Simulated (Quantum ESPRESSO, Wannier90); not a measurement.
**Wannier functions of AlNi (Cmmm)**

Structure: Materials Project mp-1228868, symmetrised, not relaxed again. Not found in the COD (Crystallography Open Database) copy used, which has the formula in other groups; not checked further. The atoms lie within 0.1 Å of the higher space group P4/mmm. Level: PBEsol, no spin polarisation, no spin-orbit coupling; pw.x of Quantum ESPRESSO at 79 Ry with PseudoDojo potentials, 12×12×10 k-points, Wannier90. Density: 16×16×14 mesh, cold smearing 0.01 Ry. A non-magnetic state is assumed; magnetic ones were not tried.

On the energy scale of pw.x, whose zero is arbitrary, the Fermi level lies at 14.36 eV.

Input w.win:

```
num_bands = 3
num_wann = 3
exclude_bands = 1,5-26
num_iter = 1000
conv_tol = 1.0e-6
conv_window = 4
write_hr = true
write_u_matrices = true
auto_projections = true
begin unit_cell_cart
ang
    1.9386950000   -1.9531900000    0.0000000000
    1.9386950000    1.9531900000    0.0000000000
    0.0000000000    0.0000000000    3.0994300000
end unit_cell_cart
begin atoms_frac
Al   0.0000000000  0.0000000000  0.0000000000
Ni   0.5000000000  0.5000000000  0.5000000000
end atoms_frac
mp_grid = 12 12 10
begin kpoints
0.0000000000 0.0000000000 0.0000000000
0.0000000000 0.0000000000 0.1000000000
0.0000000000 0.0000000000 0.2000000000
... (1437 more lines: the 12x12x10 mesh through Gamma)
end kpoints
```

Input of pw2wannier90.x that gives the overlap and projection files (equivalent; here they were cut from one run over all bands):

```
&inputpp
  outdir = './out'
  prefix = 'pwscf'
  seedname = 'w'
  write_amn = .true.
  write_mmn = .true.
  atom_proj = .true.
  atom_proj_exclude = 1 2 3 4 5 9 10 11 12 13 14
/
```

Output w.wout (banner and timings cut):

```
                                    ------
                                    SYSTEM
                                    ------

                              Lattice Vectors (Ang)
                    a_1     1.938695  -1.953190   0.000000
                    a_2     1.938695   1.953190   0.000000
                    a_3     0.000000   0.000000   3.099430

                   Unit Cell Volume:      23.47285  (Ang^3)

                        Reciprocal-Space Vectors (Ang^-1)
                    b_1     1.620468  -1.608442   0.000000
                    b_2     1.620468   1.608442  -0.000000
                    b_3    -0.000000   0.000000   2.027207

 *----------------------------------------------------------------------------*
 |   Site       Fractional Coordinate          Cartesian Coordinate (Ang)     |
 +----------------------------------------------------------------------------+
 | al   1   0.00000   0.00000   0.00000   |    0.00000   0.00000   0.00000    |
 | ni   1   0.50000   0.50000   0.50000   |    1.93870   0.00000   1.54971    |
 *----------------------------------------------------------------------------*
                                ------------
                                K-POINT GRID
                                ------------

             Grid size = 12 x 12 x 10      Total points = 1440

 *---------------------------------- MAIN ------------------------------------*
 |  Number of Wannier Functions               :                 3             |
 |  Number of Objective Wannier Functions     :                 3             |
 |  Number of input Bloch states              :                 3             |
 |  Output verbosity (1=low, 5=high)          :                 1             |
 |  Timing Level (1=low, 5=high)              :                 1             |
 |  Optimisation (0=memory, 3=speed)          :                 3             |
 |  Length Unit                               :               Ang             |
 |  Post-processing setup (write *.nnkp)      :                 F             |
 |  Using Gamma-only branch of algorithms     :                 F             |
 *----------------------------------------------------------------------------*
 *------------------------------- WANNIERISE ---------------------------------*
 |  Total number of iterations                :              1000             |
 |  Number of CG steps before reset           :                 5             |
 |  Trial step length for line search         :             2.000             |
 |  Convergence tolerence                     :         0.100E-05             |
 |  Convergence window                        :                 4             |
 |  Iterations between writing output         :                 1             |
 |  Iterations between backing up to disk     :               100             |
 |  Write r^2_nm to file                      :                 F             |
 |  Write xyz WF centres to file              :                 F             |
 |  Write on-site energies <0n|H|0n> to file  :                 F             |
 |  Use guiding centre to control phases      :                 F             |
 |  Use phases for initial projections        :                 F             |
 *----------------------------------------------------------------------------*
 *-------------------------------- PLOTTING ----------------------------------*
 |  Plotting Hamiltonian in WF basis          :                 T             |
 *----------------------------------------------------------------------------*

 *---------------------------------- K-MESH ----------------------------------*
 +----------------------------------------------------------------------------+
 |                    Distance to Nearest-Neighbour Shells                    |
 |                    ------------------------------------                    |
 |          Shell             Distance (Ang^-1)          Multiplicity         |
 |          -----             -----------------          ------------         |
 |             1                   0.190267                      4            |
 |             2                   0.202721                      2            |
 |             3                   0.268074                      2            |
 |             4                   0.270078                      2            |
 |             5                   0.278023                      8            |
 |             6                   0.336094                      4            |
 |             7                   0.337695                      4            |
 |             8                   0.380533                      4            |
       ... (lines left out)
 +----------------------------------------------------------------------------+
 | The b-vectors are chosen automatically                                     |
 | The following shells are used:                       1,  2,  3             |
 +----------------------------------------------------------------------------+
 |                        Shell   # Nearest-Neighbours                        |
 |                        -----   --------------------                        |
 |                          1               4                                 |
 |                          2               2                                 |
 |                          3               2                                 |
 +----------------------------------------------------------------------------+
 | Completeness relation is fully satisfied [Eq. (B1), PRB 56, 12847 (1997)]  |
 +----------------------------------------------------------------------------+
 |                  b_k Vectors (Ang^-1) and Weights (Ang^2)                  |
 |                  ----------------------------------------                  |
 |            No.         b_k(x)      b_k(y)      b_k(z)        w_b           |
 |            ---        --------------------------------     --------        |
 |             1         0.135039    0.134037    0.000000    13.709504        |
 |             2         0.135039   -0.134037    0.000000    13.709504        |
 |             3        -0.135039   -0.134037    0.000000    13.709504        |
 |             4        -0.135039    0.134037    0.000000    13.709504        |
 |             5         0.000000    0.000000    0.202721    12.166732        |
 |             6         0.000000    0.000000   -0.202721    12.166732        |
 |             7         0.000000   -0.268074    0.000000     0.102885        |
 |             8         0.000000    0.268074    0.000000     0.102885        |
 +----------------------------------------------------------------------------+
 |                           b_k Directions (Ang^-1)                          |
 |                           -----------------------                          |
 |            No.           x           y           z                         |
 |            ---        --------------------------------                     |
 |             1         0.135039    0.134037    0.000000                     |
 |             2         0.135039   -0.134037    0.000000                     |
 |             3         0.000000    0.000000    0.202721                     |
 |             4         0.000000   -0.268074    0.000000                     |
 +----------------------------------------------------------------------------+

 Starting a new Wannier90 calculation ...

 Reading overlaps from w.mmn

 Reading projections from w.amn

 *------------------------------- WANNIERISE ---------------------------------*
 +--------------------------------------------------------------------+<-- CONV
 | Iter  Delta Spread     RMS Gradient      Spread (Ang^2)            |<-- CONV
 +--------------------------------------------------------------------+<-- CONV

 ------------------------------------------------------------------------------
 Initial State
  WF centre and spread    1  (  1.938695, -0.000000,  1.549715 )     0.20533708
  WF centre and spread    2  (  1.938695, -0.000000,  1.549715 )     0.20528334
  WF centre and spread    3  (  1.938695, -0.000000,  1.549715 )     0.20526155
  Sum of centres and spreads (  5.816085, -0.000000,  4.649145 )     0.61588197

      0     0.616E+00     0.0000000000        0.6158819750  <-- CONV
        O_D=      0.0000000 O_OD=      0.0000605 O_TOT=      0.6158820 <-- SPRD
 ------------------------------------------------------------------------------
      1    -0.233E-14     0.0000006079        0.6158819750  <-- CONV
        O_D=      0.0000000 O_OD=      0.0000605 O_TOT=      0.6158820 <-- SPRD
      2    -0.466E-14     0.0000006071        0.6158819750  <-- CONV
        O_D=      0.0000000 O_OD=      0.0000605 O_TOT=      0.6158820 <-- SPRD
      3    -0.688E-14     0.0000006054        0.6158819750  <-- CONV
        O_D=      0.0000000 O_OD=      0.0000605 O_TOT=      0.6158820 <-- SPRD
      4    -0.910E-14     0.0000006028        0.6158819750  <-- CONV
        O_D=      0.0000000 O_OD=      0.0000605 O_TOT=      0.6158820 <-- SPRD
             <<<     Delta < 1.000E-06  over  4 iterations     >>>
             <<< Wannierisation convergence criteria satisfied >>>
 Final State
  WF centre and spread    1  (  1.938695, -0.000000,  1.549715 )     0.20533708
  WF centre and spread    2  (  1.938695, -0.000000,  1.549715 )     0.20528334
  WF centre and spread    3  (  1.938695, -0.000000,  1.549715 )     0.20526155
  Sum of centres and spreads (  5.816085, -0.000000,  4.649145 )     0.61588197

         Spreads (Ang^2)       Omega I      =     0.615821430
        ================       Omega D      =     0.000000000
                               Omega OD     =     0.000060545
    Final Spread (Ang^2)       Omega Total  =     0.615881975
```
